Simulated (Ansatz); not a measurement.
Li₃Hg:
```yaml
crystal:
  lattice:
    - [0.00000, 3.22628, 3.22628]
    - [3.22628, 0.00000, 3.22628]
    - [3.22628, 3.22628, 0.00000]
  atoms:
    - { symbol: Li, position: [0.25000, 0.25000, 0.25000] }
    - { symbol: Li, position: [0.75000, 0.75000, 0.75000] }
    - { symbol: Hg, position: [0.00000, 0.00000, 0.00000] }
    - { symbol: Li, position: [0.50000, 0.50000, 0.50000] }
```

Relaxed with PBEsol.

### Question
Give the Bader charges and basin volumes of the independent atoms, PBEsol in the plane-wave PAW code Ansatz.

### Answer


```csv
atom,Bader charge (e),Bader volume (Å³)
Li1,+0.82,4.0
Hg3,-2.46,54.6
Li4,+0.82,4.5
```

Space group Fm-3m. The workflow started from an entry of the Crystallography Open Database (COD). Its standing as an ambient phase is unchecked. The cell was relaxed with PBEsol under the symmetry of its start; its stability against distortions is not shown here. Scalar-relativistic: spin–orbit coupling is off unless named, which matters more the heavier the elements.

Potentials: the later of the program's two PAW sets.
